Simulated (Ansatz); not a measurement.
**Bi8SeS11 — Bi-209 nuclear quadrupole resonance**

Cell: a structure deposited in the COD, relaxed with PBE at fixed cell and then changed (atom 16 (S) replaced by Se, ions relaxed).

Space group Pm (No. 6); a = 11.1930, b = 3.9940, c = 11.3450 Å.

| site | Wyckoff | site symmetry | x | y | z |
| --- | --- | --- | --- | --- | --- |
| Bi1 | 1b | m | 0.3256 | 0.5000 | 0.4903 |
| Bi2 | 1a | m | 0.8243 | 0.0000 | 0.0129 |
| Bi3 | 1b | m | 0.1745 | 0.5000 | 0.9868 |
| Bi4 | 1a | m | 0.6695 | 0.0000 | 0.5156 |
| Bi5 | 1a | m | 0.0411 | 0.0000 | 0.3329 |
| Bi6 | 1b | m | 0.5313 | 0.5000 | 0.1619 |
| Bi7 | 1a | m | 0.4669 | 0.0000 | 0.8399 |
| Bi8 | 1b | m | 0.9674 | 0.5000 | 0.6625 |
| S9 | 1b | m | 0.2009 | 0.5000 | 0.2822 |
| S10 | 1a | m | 0.6911 | 0.0000 | 0.2152 |
| S11 | 1b | m | 0.3067 | 0.5000 | 0.7850 |
| S12 | 1a | m | 0.8080 | 0.0000 | 0.7172 |
| S13 | 1a | m | 0.1305 | 0.0000 | 0.5479 |
| S14 | 1b | m | 0.6285 | 0.5000 | 0.9507 |
| S15 | 1a | m | 0.3696 | 0.0000 | 0.0508 |
| Se | 1b | m | 0.8666 | 0.5000 | 0.4409 |
| S17 | 1a | m | 0.4444 | 0.0000 | 0.3803 |
| S18 | 1b | m | 0.9438 | 0.5000 | 0.1215 |
| S19 | 1a | m | 0.0561 | 0.0000 | 0.8779 |
| S20 | 1b | m | 0.5533 | 0.5000 | 0.6273 |

One atom of each set is listed; the run and its k-mesh use a cell of 20 atoms with edges of 11.35, 3.99, 11.19 Å.

Level of theory: DFT, PBE, plane waves and PAW, scalar-relativistic, 420 eV cutoff, Γ-centred 3×7×3 k-points, Fermi–Dirac smearing 0.02 eV (Ansatz 0.2.0).

Bi-209: I = 9/2, Q = -516.0 mb (year-2017 value). Static lattice, zero field.

Q: At which frequencies do the Bi-209 NQR lines lie?

A: For I = 9/2 and η = 0 the lines are |C_Q|/24 times 1, 2, 3 and 4; η shifts the lowest up most. At large η the states mix, and weaker lines appear at sums of the main ones; lines under 5 % of the strongest are left out.

| site | atoms | V_zz (10²¹ V/m²) | C_Q (MHz) | η | line frequencies (MHz) |
| --- | --- | --- | --- | --- | --- |
| Bi1 | 1 | 6.32 | -78.9 | 0.74 | 6.79, 8.81, 9.66, 12.6, 15.6 |
| Bi2 | 1 | -7.64 | 95.3 | 0.89 | 9.13, 10.2, 13.4, 14.8, 19.3 |
| Bi3 | 1 | -8.07 | 101 | 0.95 | 10.1, 10.6, 14.8, 15.5, 20.7 |
| Bi4 | 1 | 4.89 | -61.0 | 0.04 | 2.57, 5.07, 7.62, 10.2 |
| Bi5 | 1 | -14.05 | 175 | 0.10 | 7.98, 14.4, 21.9, 29.2 |
| Bi6 | 1 | -18.84 | 235 | 0.12 | 11.0, 19.2, 29.3, 39.1 |
| Bi7 | 1 | -20.1 | 251 | 0.05 | 10.7, 20.8, 31.3, 41.8 |
| Bi8 | 1 | -24.5 | 306 | 0.01 | 12.7, 25.5, 38.2, 51.0 |

Spin–orbit coupling is left out, which shifts gradients on Bi by a few per cent, and by more where contributions nearly cancel. Newer work puts Q(²⁰⁹Bi) near −420 mb, which would lower these couplings by about a fifth.

The relaxation (5 steps) took 8.3 min of wall time (16 min of CPU time) and 1.8 GiB at its peak, on 2 threads of Intel Xeon Processor @ 2.50GHz (Skylake/Cascade Lake) (x86_64; 62 cores open to the job, memory cap 5.0 GiB, no GPU), a shared host with a load of 0.9 a core.
